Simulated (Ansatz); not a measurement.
**SiC: do the settings matter for the field gradients?**

This input was run with Ansatz:

```yaml
crystal:
  lattice:
    - [3.081, 0.0, 0.0]
    - [-1.5405, 2.6682242691, 0.0]
    - [0.0, 0.0, 15.1248]
  atoms:
    - { symbol: Si, position: [0.0, 0.0, 0.0] }
    - { symbol: Si, position: [0.0, 0.0, 0.5] }
    - { symbol: Si, position: [0.3333333333, 0.6666666667, 0.1664] }
    - { symbol: Si, position: [0.6666666667, 0.3333333333, 0.6664] }
    - { symbol: Si, position: [0.6666666667, 0.3333333333, 0.3329] }
    - { symbol: Si, position: [0.3333333333, 0.6666666667, 0.8329] }
    - { symbol: C, position: [0.3333333333, 0.6666666667, 0.0412] }
    - { symbol: C, position: [0.6666666667, 0.3333333333, 0.5412] }
    - { symbol: C, position: [0.6666666667, 0.3333333333, 0.208] }
    - { symbol: C, position: [0.3333333333, 0.6666666667, 0.708] }
    - { symbol: C, position: [0.0, 0.0, 0.3746] }
    - { symbol: C, position: [0.0, 0.0, 0.8746] }
kpoints:
  mp_grid: { grid: [10, 10, 2], shift: [0.5, 0.5, 0.5] }
scf:
  occupations: { method: fermi_dirac, width: 0.02 }
hamiltonian:
  xc: pbe
  pseudopotentials: { kind: paw, source: ansatz }
output:
  forces: true
  stress: true
  populations: true
  efg: { contact_densities: true }
```

It converged. Of its output the block on the nuclei alone is shown, without the SCF iterations, energies, forces and stress (one atom of each set):

```
--- PAW observables at the nuclei: V_zz in 10²¹ V/m², potentials from the cell's mean, atoms counted from 1 ---
  atom   1  Si V_zz =    +0.014120   η = 0.1293   by run symmetry: allowed
            electrostatic potential = -1361.835803 V   contact ρ = 12865.517449 e/Å³
  atom   3  Si V_zz =    +0.247889   η = 0.0075   by run symmetry: allowed
            electrostatic potential = -1361.862423 V   contact ρ = 12865.523166 e/Å³
  atom   5  Si V_zz =    +0.251198   η = 0.0073   by run symmetry: allowed
            electrostatic potential = -1361.906434 V   contact ρ = 12865.582797 e/Å³
  atom   7  C  V_zz =    +0.063103   η = 0.0189   by run symmetry: allowed
            electrostatic potential = -418.550446 V   contact ρ = 867.734708 e/Å³
  atom   9  C  V_zz =    +0.017645   η = 0.0675   by run symmetry: allowed
            electrostatic potential = -418.607828 V   contact ρ = 867.727936 e/Å³
  atom  11  C  V_zz =    +0.210609   η = 0.0051   by run symmetry: allowed
            electrostatic potential = -418.658840 V   contact ρ = 867.744449 e/Å³
```

(1) Can these gradients be trusted, and how do they compare with a run on standard settings?

Answers

(1) They agree with the standard run. Against the standard input the change is `kpoints.mp_grid.shift`: not typed → [0.5, 0.5, 0.5]; `hamiltonian.pseudopotentials`: {kind: paw} → {kind: paw, source: ansatz}. A site carries the number of its first atom; V_zz in 10²¹ V/m².

| site | V_zz standard | η standard | V_zz here | η here |
| --- | --- | --- | --- | --- |
| Si3 | 0.24 | 0.00 | 0.25 | 0.01 |
| Si5 | 0.24 | 0.00 | 0.25 | 0.01 |
| C7 | 0.059 | 0.00 | 0.063 | 0.02 |
| C11 | 0.21 | 0.00 | 0.21 | 0.01 |

No V_zz moves by more than 0.02. Sites with |V_zz| of 0.02 or less aren't listed. The cutoff that the program takes moves with it, from 420 to 820 eV. The changed run reads another set of PAW files. Symmetry makes η zero on Si3, Si5, C7; the changed mesh lacks the crystal's symmetry, and the η that it gives there is an artefact. SCF iterations: 6 and 8. New warnings: symmetry narrowed by mesh.

On the reference run: The values hang on the deposited positions: relaxing the atoms moves V_zz on Si1 from 0.008 to -0.056.
